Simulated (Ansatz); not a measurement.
A geometry of BeNi away from equilibrium: step 2 of the relaxation of a relaxed BeNi cell displaced along its unstable phonon at q = (0, 0, ½) of its primitive reciprocal cell (124i cm⁻¹), largest move 0.15 Å. The numbers are results of PBEsol (plane waves to 420 eV, PAW, scalar-relativistic; Ansatz, a quantum-chemistry and plane-wave program), not measurements. Γ-centred k-mesh 8×8×5 on the run's cell (coarser than for final values), Fermi–Dirac smearing 0.05 eV.

```
BeNi
1.0
    4.67267     0.00000     0.00000
   -2.33633     4.04540     0.00000
    0.00000     0.00000     6.89157
Ni Be
6 6
Direct
  0.50000   0.00000   0.01237
  0.50000   0.00000   0.48763
  0.50000   0.50000   0.99372
  0.50000   0.50000   0.50628
  0.00000   0.50000   0.99372
  0.00000   0.50000   0.50628
  0.00000   0.00000   0.99985
  0.00000   0.00000   0.50015
  0.31296   0.62593   0.25000
  0.35238   0.70477   0.75000
  0.68704   0.37407   0.25000
  0.64762   0.29523   0.75000
```

Task: Which atoms carry the largest force, and which way does it point?

Result: 0.18 eV/Å, on Ni1, Ni2 (atoms numbered as listed); on Ni1 its components are (0.00, 0.00, 0.18).

Task: What is the pressure?

Result: -0.3 GPa, compression positive.

Task: How far above the relaxed end point is this geometry?

Result: 0.04 eV/atom; the path ends in Cmmm (No. 65).

No spin polarisation in the result. A magnetic state may lie lower.

The run could not lose the symmetry of its start: the end is stationary, and may be a saddle point rather than a minimum.

The end of the path is a generated cell of BeNi: the first start was made by placing the elements on the sites of a structure type, and the end was not matched to a known phase here, so it may be hypothetical.
